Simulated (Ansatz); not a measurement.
**Ni (omega (AlB2-type)): energy against volume**

All numbers below come from DFT, LDA (PW92), plane waves (420 eV) with PAW, scalar-relativistic in Ansatz 0.2.0. The PAW files were generated under PBE, with cores re-solved for the functional.

The cell is scaled uniformly from the relaxed one, with fractional coordinates and shape fixed. Energies are extrapolated to zero smearing, pressures are those at the given smearing. Magnetic state: spin not included. Spin polarisation is off; a magnetic state may lie lower.

A Birch-Murnaghan fit gives V₀ = 10.17 Å³/atom, B₀ = 248 GPa, B₀′ = 4.8.

Question: What are the energy above the minimum and the pressure at 9.377 Å³/atom?

Answer: 55.3 meV/atom and 24.95 GPa as computed.

Question: What are the energy above the minimum and the pressure at 10.601 Å³/atom?

Answer: 13.3 meV/atom and -8.81 GPa as computed.

Question: What are the energy above the minimum and the pressure at 11.416 Å³/atom?

Answer: 95.0 meV/atom and -21.16 GPa as computed.
